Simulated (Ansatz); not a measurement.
NaIn:
```cif
data_In8Na8
_chemical_formula_sum 'In8 Na8'
_space_group_name_H-M_alt 'Fd-3m :1'
_space_group_IT_number 227
_space_group_name_Hall 'F 4d 2 3 -1d'
_cell_length_a 7.31194
_cell_length_b 7.31194
_cell_length_c 7.31194
_cell_angle_alpha 90.000
_cell_angle_beta 90.000
_cell_angle_gamma 90.000
loop_
_atom_site_label
_atom_site_type_symbol
_atom_site_symmetry_multiplicity
_atom_site_Wyckoff_symbol
_atom_site_fract_x
_atom_site_fract_y
_atom_site_fract_z
_atom_site_occupancy
In1 In 8 a 0.00000 0.00000 0.00000 1
Na1 Na 8 b 0.50000 0.50000 0.50000 1
```
(The calculation used a cell of 4 atoms; values per cell refer to that cell.)

Relaxed with PBEsol.

Q: Tabulate the valence density and the electron localisation function along the shortest Na–Na contact (3.17 Å), plane-wave PAW PBEsol (Ansatz code).

A: 

```tsv
distance from Na (Å)	density (e/Å³)	ELF
0.32	12.50	0.45
0.47	5.73	0.60
0.63	1.56	0.60
0.79	0.36	0.39
0.95	0.14	0.09
1.11	0.06	0.02
1.27	0.04	0.02
1.42	0.03	0.04
1.58	0.03	0.05
1.74	0.03	0.04
1.90	0.04	0.02
2.06	0.06	0.02
2.22	0.14	0.09
2.37	0.36	0.39
2.53	1.56	0.60
2.69	5.73	0.60
2.85	12.50	0.45
```

The density is the valence pseudo-density with augmentation charge, so density and ELF within about 1 Å of a nucleus are not all-electron values.

The workflow started from an entry of the Crystallography Open Database (COD). Whether it is the stable phase at ambient conditions was not checked. The cell was relaxed with PBEsol under the symmetry of its start; whether a distortion lowers the energy is not shown.

Potentials: the later of the program's two PAW sets.
